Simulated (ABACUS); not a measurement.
Set-up for a self-consistent single point of In2GaAs3 (P1, 12 atoms in the cell; from Materials Project mp-1223859, changed as shown).

```
In2GaAs3
1.0
    4.28037     0.00000     0.00000
    0.00000     4.28037     0.00000
    0.00000     0.00000    18.12013
In Ga As
4 2 6
Direct
  0.01385   0.00462   0.33757
  0.49904   0.48580   0.16403
  0.49501   0.50056   0.83460
  0.01785   0.00232   0.66455
  0.99687   0.00304   0.00155
  0.49751   0.50043   0.50074
  0.49597   0.99656   0.24999
  0.99548   0.49612   0.07699
  0.99338   0.50841   0.41974
  0.00940   0.49679   0.74964
  0.48340   0.99416   0.57700
  0.50224   0.01120   0.92361
```

Level of theory: ABACUS with LDA (PW92), numerical atomic orbitals SZP (confined pseudo-atomic orbitals with Gaussian additions; energy shift 0.003 Ry), PseudoDojo 0.4 standard norm-conserving LDA (tails mended) pseudopotentials.

ABACUS settings:

| key | value |
|---|---|
| basis | SZP numerical atomic orbitals, energy shift 0.003 Ry |
| KPT | Gamma 6 6 2 0 0 0 |
| basis_type | lcao |
| dft_functional | PWLDA |
| ecutwfc | 100 Ry |
| smearing_method | fd |
| smearing_sigma | 0.00734986 Ry |
| potentials | PseudoDojo 0.4 standard norm-conserving LDA (tails mended) |
| symmetry | 1 |
| symmetry_prec | 1e-05 |
| ks_solver | genelpa |
| scf_nmax | 100 |
| scf_thr | 1.0e-06 |
| mixing_type | broyden |

Results:

- Number of valence electrons: 168
- Number of bands: 101
- Number of k-points after the program's reduction: 40
- Size of the basis: 252
- Number of SCF iterations: 9
- Free energy E − TS: -28668.2227 eV
- Fermi level (on the code's own zero): 7.19 eV
- Pressure: -2.20 GPa
- Largest force (vector length): 1.161 eV/Å

Forces (eV/Å):
```tsv
atom	Fx	Fy	Fz
In1	-0.505	0.146	-0.405
In2	-0.129	0.322	-0.040
In3	0.457	0.278	0.452
In4	-0.961	-0.180	-0.005
Ga5	0.113	-0.151	-0.229
Ga6	-0.151	-0.141	-0.313
As7	0.494	-0.297	0.061
As8	0.114	0.201	-0.039
As9	0.092	-0.203	0.849
As10	-0.484	0.189	-0.078
As11	1.104	0.209	-0.294
As12	-0.143	-0.373	0.039
```

Stress (GPa, positive for compression):
```
-2.53  -0.02  -0.61
-0.02  -2.02  -0.13
-0.61  -0.13  -2.05
```

For comparison: a first run was changed to give this one (atoms moved at random), and from it to this one the free energy goes up by 16.3 meV/atom, the pressure goes from -2.47 to -2.20 GPa and the largest force goes from under 0.1 to 1.16 eV/Å.

The atom-centred basis is finite, which shifts total energies, pressures and forces against plane waves. Forces above 1 eV/Å remain at this geometry, of which the finite basis can carry a part. A single-zeta basis is rough, for pressures and forces above all. The structure comes from a collection of computed structures, made at another level of theory; the collection holds predicted forms beside known ones. No clean gap shows at this smearing width and mesh (spacing up to 0.24 Å⁻¹); the mesh is coarse for partly filled bands, so the values carry mesh errors. Semi-local functionals can close small gaps.

Cost on one core: about 70 core-seconds (a rough figure).

The atomic orbitals were generated for these runs; they are not ABACUS's published sets and were checked against plane waves on a few crystals only.

“Tails mended”: in these copies of the files the far tail of each local potential was reset to the Coulomb form.
